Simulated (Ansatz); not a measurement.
**LaS in the antiNiAs structure**

The computed numbers are results of PBEsol, scalar-relativistic (no spin polarisation) in the plane-wave PAW code Ansatz at 420 eV, 8×8×6 k-mesh, Gaussian smearing of 0.05 eV. The datasets are Ansatz's generated set soft_2.

```yaml
crystal:
  lattice:
    - [4.04107, 0.00000, 0.00000]
    - [-2.02053, 3.49967, 0.00000]
    - [0.00000, 0.00000, 6.95853]
  atoms:
    - { symbol: La, position: [0.33333, 0.66667, 0.25000] }
    - { symbol: La, position: [0.66667, 0.33333, 0.75000] }
    - { symbol: S, position: [0.00000, 0.00000, 0.00000] }
    - { symbol: S, position: [0.00000, 0.00000, 0.50000] }
```

This is a trial structure; measured cells of the compound in the Crystallography Open Database are in space group Fm-3m (rock salt).

The cell has space group P6_3/mmc (read at 0.01 Å). In it the stress is -0.01, -0.01, 0.02, 0.00, 0.00, 0.00 GPa and the largest force component 0.000 eV/Å. Each change below starts from this cell, without further relaxation. Stress is in GPa, positive in compression, in the order xx, yy, zz, yz, xz, xy; energies are counted from the cell above and are free energies with the smearing's entropy, which match forces and stress in a metal.

Q: What happens when atom 1 (La) is moved by 0.12 Å along y?

A: The energy changes by 40.0 meV per cell, and the force on it along the shift is -0.651 eV/Å (−F/u = 5.42 eV/Å²). Stress: 0.80, -0.48, 0.29, 0.00, 0.00, 0.00.
| atom | Fx (eV/Å) | Fy | Fz |
| --- | --- | --- | --- |
| La1 | 0.000 | -0.651 | 0.000 |
| La2 | 0.000 | 0.020 | 0.000 |
| S3 | 0.000 | 0.316 | -0.045 |
| S4 | 0.000 | 0.316 | 0.045 |
In a harmonic crystal the energy would rise by −½F·u = ½ × 5.42 × 0.12² eV = 39.0 meV, which matches.

Q: What stress follows from an engineering strain of 1 % in yy, atoms carried along?

A: -0.47, -1.36, -0.60, 0.00, 0.00, 0.00 GPa; the energy changes by 4.3 meV per cell.
```tsv
atom	Fx (eV/Å)	Fy	Fz
La1	0.000	-0.030	0.000
La2	0.000	0.030	0.000
S3	0.000	0.000	0.000
S4	0.000	0.000	0.000
```
The change of the stress over the strain gives a clamped-atom stiffness of about 135 GPa for this component, a secant value that lies under the elastic constant in tension and over it in compression, by several per cent for each per cent of strain.
In a harmonic crystal the energy would rise by V(½Cε² − σ₀ε), with σ₀ the stress of the unstrained cell, = 4.2 meV, which matches.

No spin–orbit coupling, a notable omission for heavy elements.
